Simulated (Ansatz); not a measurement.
Given:

Relaxed MgB2 (AlB2 type, space group P6/mmm):

```
CELL_PARAMETERS angstrom
      3.06742     0.00000     0.00000
     -1.53371     2.65647     0.00000
      0.00000     0.00000     3.51484
ATOMIC_POSITIONS crystal
  Mg 0.00000 0.00000 0.00000
  B  0.33333 0.66667 0.50000
  B  0.66667 0.33333 0.50000
```

A phonon eigenvector at Γ is frozen into this cell: atom i moves by Q times the vector below, so Q is the largest atomic displacement, in Å. The cell is held.

```
atom      x      y       z
----  -----  -----  ------
B2    0.000  0.000   1.000
B3    0.000  0.000  -1.000
```

Atoms not listed stay in place.

All values below come from r2SCAN (plane waves to 500 eV, PAW, scalar-relativistic; Ansatz, a program for electronic structure). k mesh 17×17×13 (Γ-centred), Fermi-Dirac smearing 0.05 eV. Energies are smeared free energies. With partly filled bands, energies and forces of such displacements shift with the k mesh and the smearing. MgB2 was relaxed with its symmetry unable to fall. ΔE is measured from the undisplaced structure.

The scan covers Q from -0.100 to 0.100 Å in 13 points.

### Question
Which space group does the distorted structure have?

### Answer
P-3m1 (No. 164), lowered from P6/mmm.

### Question
Is the energy the same for equal positive and negative displacements?

### Answer
Even: the same for both signs.

### Question
What is the energy change at Q = 0.100 Å?

### Answer
197 meV/cell.

### Question
What harmonic wavenumber does the curvature at Q = 0 give?

### Answer
707 cm⁻¹.

(A displaced cell: forces are minus the slopes of the energy, force constants its curvatures, and phonons follow from these.)
